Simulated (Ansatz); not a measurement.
**ZnNi under strain**

Method: DFT r2SCAN, scalar-relativistic, plane waves, PAW in Ansatz 0.2.0. (500 eV cutoff, 20×20×16 k-mesh, Gaussian smearing of 0.10 eV, no spin polarisation)

Starting point, cell and atoms relaxed:

```xyz
2
Lattice="2.6927 0.0000 0.0000 0.0000 2.6927 0.0000 0.0000 0.0000 3.1888" Properties=species:S:1:pos:R:3 pbc="T T T"
Zn    1.3464    1.3464    1.5944
Ni    0.0000    0.0000    0.0000
```

Deformation: uniaxial strain along c, with the lengths of a and b and the atoms relaxed and the angles held, all within the symmetry that the strain leaves. Energies are extrapolated to zero smearing.

```tsv
strain (%)	ΔE (meV/atom)	a (Å)	b (Å)	c (Å)
-3.0	1.9	2.730	2.730	3.093
-2.0	0.9	2.717	2.717	3.125
-1.0	0.3	2.704	2.704	3.157
+0.0	0.0	2.693	2.693	3.189
+1.0	0.2	2.681	2.681	3.221
+2.0	0.9	2.670	2.670	3.253
+3.0	2.2	2.659	2.659	3.284
```

(1) What stiffness (1/V) d²E/dε² at zero strain does a cubic fit over all points give?

(2) How does the free axis a answer a small strain?

Results:

(1) A cubic fit gives (1/V) d²E/dε² = 63 GPa at zero strain (Young's modulus along this axis, angles held).

(2) Between the innermost points its strain is -0.43 times the applied one.